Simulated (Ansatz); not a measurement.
**What DFT gives for Ge₃PPt**

```yaml
crystal:
  lattice:
    - [0.00000, 4.19944, 0.00000]
    - [4.19944, 0.00000, 0.00000]
    - [2.09972, 2.09972, -4.70873]
  atoms:
    - { symbol: P, position: [0.00000, 0.00000, 0.00000] }
    - { symbol: Pt, position: [0.64790, 0.64790, 0.70420] }
    - { symbol: Ge, position: [0.40040, 0.40040, 0.19920] }
    - { symbol: Ge, position: [0.75370, 0.25370, 0.49260] }
    - { symbol: Ge, position: [0.25370, 0.75370, 0.49260] }
```

Level: PBE, no spin polarisation; 420 eV; 7×7×7 Γ-centred mesh; methfessel-paxton occupations (width 0.0118 eV); Ansatz 0.2.0, fixed geometry.

- Forces: The largest is on Pt2: 3.22 eV/Å, components (0.00, 0.00, -3.22). It makes 115° with the line to a nearest neighbour, Ge4 at 2.32 Å.
- Charges: Bader charges in e: Ge +0.16 to +0.52, P -0.27, Pt -0.93. In the mean Ge gives up most and Pt takes most.
- Formation energy: 0.60 eV an atom against the elements' usual phases (free molecules for gases, crystals otherwise, with no correction for O₂ or N₂), so at this geometry it isn't bound against them. Relaxing would lower it.
- Electronic structure: It is a metal, with about 3.4 states/eV a cell as the mean within 0.25 eV of the Fermi level, mostly P p (43 %) and Ge p (31 %).

Origin: a known structure type with other elements, at an estimated volume, so it need not be a known compound. Caveats: many states at the Fermi level without spin polarisation, so a magnetic state may lie lower; atoms or cell far from equilibrium.
